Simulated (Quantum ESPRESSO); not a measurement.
pw.x input (Quantum ESPRESSO 7.5; LDA, PseudoDojo standard norm-conserving files, scalar-relativistic):

```
&CONTROL
  calculation = 'scf'
  pseudo_dir = './pseudo'
  outdir = './out'
  tprnfor = .true.
  tstress = .true.
/
&SYSTEM
  ibrav = 0
  nat = 5
  ntyp = 3
  ecutwfc = 78.0
  ecutrho = 312.0
  occupations = 'smearing'
  smearing = 'fd'
  degauss = 0.002
  nbnd = 26
/
&ELECTRONS
  conv_thr = 5e-10
/
ATOMIC_SPECIES
Ge 72.6300 Ge.upf
Br 79.9040 Br.upf
Cs 132.9055 Cs.upf
CELL_PARAMETERS angstrom
  5.533330000000   0.000000000000   0.000000000000
  0.000000000000   5.533330000000   0.000000000000
  0.000000000000   0.000000000000   5.533330000000
ATOMIC_POSITIONS crystal
Ge   0.500000000000   0.500000000000   0.500000000000
Br   0.500000000000   0.500000000000   0.000000000000
Br   0.000000000000   0.500000000000   0.500000000000
Br   0.500000000000   0.000000000000   0.500000000000
Cs   0.000000000000   0.000000000000   0.000000000000
K_POINTS automatic
6 6 6 0 0 0
```

End of the output:

```
     total energy              =    -320.44961578 Ry
     estimated scf accuracy    <       0.00000013 Ry
     total energy              =    -320.44961581 Ry
     estimated scf accuracy    <       0.00000001 Ry
     total energy              =    -320.44961582 Ry
     estimated scf accuracy    <          9.7E-10 Ry
[...]
     the Fermi energy is     4.7868 ev
!    total energy              =    -320.44961582 Ry
     estimated scf accuracy    <          1.2E-11 Ry
     smearing contrib. (-TS)   =      -0.00000003 Ry
     internal energy E=F+TS    =    -320.44961579 Ry
     The total energy is F=E-TS. E is the sum of the following terms:
     one-electron contribution =    -148.99238245 Ry
     hartree contribution      =      93.33453816 Ry
     xc contribution           =     -87.58443508 Ry
     ewald contribution        =    -177.20733642 Ry
     convergence has been achieved in   9 iterations
     Forces acting on atoms (cartesian axes, Ry/au):
     atom    1 type  1   force =     0.00000000    0.00000000    0.00000000
     atom    2 type  2   force =     0.00000000    0.00000000    0.00000000
     atom    3 type  2   force =     0.00000000    0.00000000    0.00000000
     atom    4 type  2   force =     0.00000000    0.00000000    0.00000000
     atom    5 type  3   force =     0.00000000    0.00000000    0.00000000
     Total force =     0.000000     Total SCF correction =     0.000000
     Computing stress (Cartesian axis) and pressure
          total   stress  (Ry/bohr**3)                   (kbar)     P=      -21.12
  -0.00014356   0.00000000   0.00000000          -21.12        0.00        0.00
   0.00000000  -0.00014356   0.00000000            0.00      -21.12        0.00
   0.00000000   0.00000000  -0.00014356            0.00        0.00      -21.12
```
In a gapped system the printed Fermi energy is only some level inside the gap.

Spin-orbit coupling is not included.

Geometry of the Materials Project entry, not relaxed at this level.
